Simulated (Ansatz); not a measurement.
Tc:
```
Tc
1.0
    2.72423     0.00000     0.00000
   -1.36211     2.35925     0.00000
    0.00000     0.00000     4.35766
Tc
2
Cartesian
  0.00000   1.57283   3.26824
  1.36211   0.78642   1.08941
```

Relaxed with PBEsol. Special points in fractions of this cell's reciprocal vectors: Γ (0.000, 0.000, 0.000); M (0.500, 0.000, 0.000); K (0.333, 0.333, 0.000); A (0.000, 0.000, 0.500); L (0.500, 0.000, 0.500); H (0.333, 0.333, 0.500).

Task: List the band energies nearest the Fermi level at these points for PBEsol in the plane-wave PAW code Ansatz.

Result: In eV from the Fermi level; about four levels below and three above (degenerate sets whole), none deeper than 8.9 eV; … stands for higher levels left out; points with the same levels are listed once.

```json
[
 {"k": "Γ", "below": "-0.83 -0.83 -0.12 -0.12", "above": "1.77 …"},
 {"k": "M", "below": "-1.96 -1.13 -0.92 -0.47", "above": "3.06 3.50 3.51"},
 {"k": "K", "below": "-2.96 -1.91 -1.91 0.00", "above": "2.43 2.43 2.87"},
 {"k": "A", "below": "-1.73 -1.73 -1.73 -1.73", "above": "…"},
 {"k": "L", "below": "-5.44 -5.44 -3.78 -3.78", "above": "0.15 0.15 1.49 1.49"},
 {"k": "H", "below": "-1.79 -1.79 -0.07 -0.07", "above": "2.73 2.73 …"}
]
```

Space group P6_3/mmc (hcp (Mg type)). Symmetry was held in the PBEsol relaxation. No spin polarisation was allowed. Spin–orbit coupling is left out wherever it is not named.

Potentials: the later of the program's two PAW sets.
